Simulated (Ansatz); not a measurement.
# Zone-centre modes in ZnS

These are results of DFT PBE, scalar-relativistic, plane waves, PAW in Ansatz, not measurements. Cutoff 420 eV, Γ-centred 12×12×2 k-points, Gaussian smearing of 0.05 eV. No spin polarisation.

Reference structure (relaxed at this level):

```yaml
crystal:
  lattice:
    - [3.84672, 0.00000, 0.00000]
    - [-1.92336, 3.33136, 0.00000]
    - [0.00000, 0.00000, 12.59023]
  atoms:
    - { symbol: Zn, position: [0.00000, 0.00000, 0.00005] }
    - { symbol: Zn, position: [0.00000, 0.00000, 0.50005] }
    - { symbol: Zn, position: [0.33333, 0.66667, 0.25002] }
    - { symbol: Zn, position: [0.66667, 0.33333, 0.75002] }
    - { symbol: S, position: [0.00000, 0.00000, 0.18729] }
    - { symbol: S, position: [0.00000, 0.00000, 0.68729] }
    - { symbol: S, position: [0.33333, 0.66667, 0.43764] }
    - { symbol: S, position: [0.66667, 0.33333, 0.93764] }
```

Harmonic modes by finite displacements of 0.02 Å, without the LO–TO term.

Q: At this geometry, is the structure stable against these modes?

A: Yes: no mode is imaginary beyond 10 cm⁻¹, and only the three translations lie near zero.

Q: List the wavenumbers in cm⁻¹.

A: 0, 0, 0, 56, 56, 57, 57, 71, 71, 135, 137, 188, 258, 262, 262, 264, 264, 269, 269, 271, 271, 320, 322, 323.

Cost: 1 run of about 7 core-minutes, on Arm Neoverse V2 (shared hosts).